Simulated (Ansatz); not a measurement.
CaS (rock salt, Fm-3m), plane-wave PAW PBE (Ansatz code). The conduction-band minimum lies at X, with 3 equivalent valleys. Second derivatives d²E/dk² of the lowest band at one valley (eV·Å²), along Cartesian directions:

```csv
direction,d²E/dk²
[100],5.329
[010],24.20
[001],24.20
[110],14.77
[101],14.77
[011],24.20
```

Problem. Find the principal effective masses, the density-of-states mass and the conductivity mass.

Solution. Off-diagonal terms follow from H_xy = H[110] − (H_xx + H_yy)/2, and m*/mₑ = 7.620 eV·Å² over each eigenvalue: 0.31, 0.31, 1.4. One valley's DOS mass (m₁m₂m₃)^(1/3) = 0.52, conductivity mass 3/(Σ 1/mᵢ) = 0.43 mₑ.

Problem. What effective density of states Nc follows at 300 K for parabolic valleys?

Solution. Nc = 2.509e19 × 3 × (0.52)^(3/2) ≈ 2.8e19 cm⁻³.

Symmetry was held in the PBE relaxation.

Potentials: the later of the program's two PAW sets.

Edges and masses are those of Kohn–Sham bands, whose gap is no quasiparticle gap.
